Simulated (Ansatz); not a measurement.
Relaxed candidate structures of Mo:

A. P6₃/mmc (No. 194), hP2, hcp (Mg type); a = 2.7301 Å, b = 2.7301 Å, c = 4.8369 Å, α = 90.00°, β = 90.00°, γ = 120.00°; Mo 2d (0.667, 0.333, 0.250)

B. Im-3m (No. 229), cI2, bcc (W type); a = b = c = 3.130 Å, α = β = γ = 90.00°; Mo 2a (0.000, 0.000, 0.000)

C. Pm-3m (No. 221), cP1, simple cubic type; a = 2.569 Å, b = 2.569 Å, c = 2.569 Å, α = 90.00°, β = 90.00°, γ = 90.00°; Mo 1a (0.000, 0.000, 0.000)

Question: Rank these by energy per atom (lowest first), as PBEsol (plane waves to 420 eV, PAW, scalar-relativistic; Ansatz, a first-principles code) gives it.

Answer: B (reference, the lowest of the structures calculated here), A (+0.45 eV/atom), C (+1.20 eV/atom)

Each run could gain symmetry but not lose that of its start, so entries can be saddle points. From databases, or of a type measured for this composition: Im-3m, cI2, bcc (W type); the others are generated cells (placed on structure types, drawn at random, substituted or restacked) that were not matched to a known phase here. Energies are at zero temperature and pressure, without zero-point motion. No spin polarisation in the result.
